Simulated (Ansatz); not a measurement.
Mg₂Ge (anti-fluorite) was relaxed and computed twice in Ansatz (plane waves, PAW), once with HSE06 and once with PBE.

|  | run 1 | run 2 |
|---|---|---|
| cell | a = b = c = 6.421 Å, α = β = γ = 90.00° | a = b = c = 6.381 Å, α = β = γ = 90.00° |
| gap (eV) | 0.16 | 0.52 |
| B₀ by P(V) fit (GPa) | 49.7 | 54.8 |

Q: Which run used which functional?

A: Run 1 is PBE, run 2 is HSE06.

All cells were relaxed under the symmetry of their starts (and spin orders); stability against distortions was not tested throughout. Spin–orbit coupling is left out wherever it is not named.

Potentials: the later of the program's two PAW sets.

Ansatz (a quantum-chemistry and plane-wave program) is a plane-wave DFT program.
